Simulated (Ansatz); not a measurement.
Relaxing carbon (lonsdaleite)

Method: Ansatz 0.2.0, DFT, revPBE, plane waves (420 eV) with PAW, scalar-relativistic. (PAW data from PBE, frozen cores regenerated.)

k-point mesh 8×8×4, Fermi-Dirac smearing 0.05 eV, no spin polarisation. Cell and atoms relax.

Starting structure:

```yaml
crystal:
  lattice:
    - [2.5199982604, 0.0, 0.0]
    - [-1.2599991302, 2.182382511, 0.0]
    - [0.0, 0.0, 4.12]
  atoms:
    - { symbol: C, position: [0.3333333333, 0.6666666667, 0.0625] }
    - { symbol: C, position: [0.6666666667, 0.3333333333, 0.5625] }
    - { symbol: C, position: [0.3333333333, 0.6666666667, 0.4375] }
    - { symbol: C, position: [0.6666666667, 0.3333333333, 0.9375] }
hamiltonian:
  xc: revpbe
  pseudopotentials:
    kind: paw
    azcp:
      C: "pseudopotentials/C.paw.azcp"
basis:
  ecutwfc: 420
  fft_grid_basis: typed
kpoints:
  mp_grid: { grid: [8, 8, 4], shift: [0, 0, 0] }
magnetization:
  spin_polarized: false
scf:
  occupations: { method: fermi_dirac, width: 0.05 }
relax:
  max_steps: 60
  f_tol: 0.01
  cell: {}
```

Task: The pressure at the start is 8.4 GPa. By how much does the volume change?

Result: From 5.66 to 5.77 Å³ per atom, 1.9 %. The final cell has a = 2.521 Å, c = 4.194 Å (c/a = 1.664).

Task: How much energy does the relaxation gain?

Result: 7.5 meV per atom.
